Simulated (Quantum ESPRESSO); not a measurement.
## Band energies of Cs$_{2}$PdBr$_{6}$

```xyz
9
Lattice="0.0000 5.3781 5.3781 5.3781 0.0000 5.3781 5.3781 5.3781 0.0000" Properties=species:S:1:pos:R:3 pbc="T T T"
Br     2.4961     5.3781     5.3781
Br     8.2602     5.3781     5.3781
Br     5.3781     2.4961     5.3781
Br     5.3781     8.2602     5.3781
Br     5.3781     5.3781     2.4961
Br     5.3781     5.3781     8.2602
Pd     0.0000     0.0000     0.0000
Cs     2.6891     2.6891     2.6891
Cs     8.0672     8.0672     8.0672
```

PBEsol (Quantum ESPRESSO, PseudoDojo norm-conserving, 82 Ry, without SOC); path ΓXWKΓLUWLK,UX; energies in eV from the valence-band maximum.

| k (1/Å) | point | band 35 | band 36 | band 37 | band 38 | band 39 | band 40 | band 41 | band 42 |
|---|---|---|---|---|---|---|---|---|---|
| 0.00 | Γ | -0.34 | -0.34 | 0.00 | 0.00 | 0.00 | 1.53 | 1.53 | 4.85 |
| 0.29 |  | -0.42 | -0.42 | -0.30 | -0.30 | -0.01 | 1.10 | 1.53 | 5.76 |
| 0.58 | X | -0.60 | -0.60 | -0.52 | -0.52 | -0.02 | 0.64 | 1.52 | 6.65 |
| 0.58 | W | -0.61 | -0.61 | -0.56 | -0.27 | -0.27 | 0.91 | 1.34 | 7.02 |
| 0.79 | K | -0.60 | -0.55 | -0.51 | -0.44 | -0.16 | 0.86 | 1.40 | 6.82 |
| 1.00 |  | -0.48 | -0.45 | -0.36 | -0.35 | -0.23 | 1.22 | 1.28 | 6.31 |
| 1.20 |  | -0.38 | -0.37 | -0.17 | -0.11 | -0.06 | 1.39 | 1.46 | 5.33 |
| 1.41 | Γ | -0.34 | -0.34 | 0.00 | 0.00 | 0.00 | 1.53 | 1.53 | 4.85 |
| 1.58 |  | -0.36 | -0.36 | -0.09 | -0.09 | -0.05 | 1.46 | 1.46 | 5.18 |
| 1.75 |  | -0.40 | -0.40 | -0.30 | -0.30 | -0.17 | 1.33 | 1.33 | 5.88 |
| 1.92 | L | -0.43 | -0.43 | -0.43 | -0.43 | -0.25 | 1.28 | 1.28 | 6.33 |
| 2.10 |  | -0.49 | -0.48 | -0.46 | -0.37 | -0.26 | 1.12 | 1.31 | 6.58 |
| 2.27 | U | -0.60 | -0.55 | -0.51 | -0.44 | -0.16 | 0.86 | 1.40 | 6.82 |
| 2.27 | W | -0.61 | -0.61 | -0.56 | -0.27 | -0.27 | 0.91 | 1.34 | 7.02 |
| 2.41 |  | -0.57 | -0.53 | -0.53 | -0.30 | -0.28 | 0.99 | 1.33 | 6.82 |
| 2.55 |  | -0.47 | -0.47 | -0.45 | -0.37 | -0.27 | 1.18 | 1.30 | 6.50 |
| 2.69 | L | -0.43 | -0.43 | -0.43 | -0.43 | -0.25 | 1.28 | 1.28 | 6.33 |
| 2.81 |  | -0.46 | -0.45 | -0.45 | -0.38 | -0.26 | 1.20 | 1.30 | 6.46 |
| 2.93 |  | -0.53 | -0.51 | -0.48 | -0.38 | -0.24 | 1.02 | 1.34 | 6.68 |
| 3.04 | K | -0.60 | -0.55 | -0.51 | -0.44 | -0.16 | 0.86 | 1.40 | 6.82 |
| 3.04 | U | -0.60 | -0.55 | -0.51 | -0.44 | -0.16 | 0.86 | 1.40 | 6.82 |
| 3.25 | X | -0.60 | -0.60 | -0.52 | -0.52 | -0.02 | 0.64 | 1.52 | 6.65 |

The PBEsol gap is indirect, 0.64 eV, from Γ to X; the smallest direct gap is 0.67 eV.

Spin-orbit splittings are left out.

Geometry of the Materials Project entry, not relaxed at this level.

The structure is a Materials Project entry; no match was found in the copy of COD used, and its stability was not checked.
